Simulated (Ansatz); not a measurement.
Input, command and steps of an Ansatz relaxation.

```yaml
crystal:
  lattice:
    - [3.7522880719, 0.0, 0.0]
    - [0.0, 3.7522880719, 0.0]
    - [0.0, 0.0, 6.3151910919]
  atoms:
    - { symbol: Mg, position: [0.5, 0.0, 0.1671308168] }
    - { symbol: Mg, position: [0.0, 0.5, 0.8328691832] }
    - { symbol: Mn, position: [0.0, 0.0, 0.5], spin: 2.2 }
    - { symbol: Mn, position: [0.5, 0.5, 0.5], spin: 2.2 }
    - { symbol: Ge, position: [0.5, 0.0, 0.7386977358] }
    - { symbol: Ge, position: [0.0, 0.5, 0.2613022642] }
basis:
  ecutwfc: 420
kpoints:
  mp_grid: { grid: [10, 10, 6] }
hamiltonian:
  xc: pbesol
scf:
  occupations: { method: gaussian, width: 0.1 }
output:
  forces: true
  stress: true
  eigenvalues: true
  populations: true
magnetization:
  spin_polarized: true
relax:
  adjacent_minimum: "off"
  f_tol: 0.01
  max_steps: 30
  cell: { stress_tol: 0.1, fix: [volume] }
```

```bash
ansatz run input.yaml --threads 1 --pin off --max-ram 2560MiB --backend cpu --events-out ev --progress --plain --runs-dir out
```

Theory: Ansatz, DFT PBEsol, scalar-relativistic, plane waves, PAW.

The volume is held at 0.94 times that of the relaxed cell.

Of 4 frames 3 are shown, positions in Å and forces in eV/Å; the SCF threshold varies from step to step. Steps run on the plane waves of an earlier cell, with a Pulay correction in the pressure. The basis is chosen afresh for the last frame, the zero of the energies, and at times for earlier ones too; energy and pressure step there, also at an unchanged geometry.

```xyz
6
Lattice="3.7523 0.0000 0.0000 0.0000 3.7523 0.0000 0.0000 0.0000 6.3152" Properties=species:S:1:pos:R:3:forces:R:3 pbc="T T T" step=1 free_energy_over_end_meV_per_atom=0.54 pressure_GPa=6.83
Mg    1.8761    0.0000    1.0555    0.0000    0.0000   -0.0571
Mg    0.0000    1.8761    5.2597    0.0000    0.0000    0.0571
Mn    0.0000    0.0000    3.1576    0.0000    0.0000    0.0000
Mn    1.8761    1.8761    3.1576    0.0000    0.0000    0.0000
Ge    1.8761    0.0000    4.6650    0.0000    0.0000    0.2006
Ge    0.0000    1.8761    1.6502    0.0000    0.0000   -0.2006
6
Lattice="3.7536 0.0000 0.0000 0.0000 3.7536 0.0000 0.0000 0.0000 6.3108" Properties=species:S:1:pos:R:3:forces:R:3 pbc="T T T" step=2 free_energy_over_end_meV_per_atom=0.07 pressure_GPa=6.54
Mg    1.8768    0.0000    1.0474    0.0000    0.0000    0.0239
Mg    0.0000    1.8768    5.2633    0.0000    0.0000   -0.0239
Mn    0.0000    0.0000    3.1554    0.0000    0.0000    0.0000
Mn    1.8768    1.8768    3.1554    0.0000    0.0000    0.0000
Ge    1.8768    0.0000    4.6719    0.0000    0.0000    0.0553
Ge    0.0000    1.8768    1.6388    0.0000    0.0000   -0.0553
6
Lattice="3.7527 0.0000 0.0000 0.0000 3.7527 0.0000 0.0000 0.0000 6.3138" Properties=species:S:1:pos:R:3:forces:R:3 pbc="T T T" step=4 free_energy_over_end_meV_per_atom=0.00 pressure_GPa=6.46
Mg    1.8764    0.0000    1.0519    0.0000    0.0000    0.0046
Mg    0.0000    1.8764    5.2619    0.0000    0.0000   -0.0046
Mn    0.0000    0.0000    3.1569    0.0000    0.0000    0.0000
Mn    1.8764    1.8764    3.1569    0.0000    0.0000    0.0000
Ge    1.8764    0.0000    4.6790    0.0000    0.0000    0.0040
Ge    0.0000    1.8764    1.6347    0.0000    0.0000   -0.0040
```

The run took 3.9 min on 1 thread of Arm Neoverse V1 (shared host), peak memory 0.79 GiB.

Only parallel moments were tried here.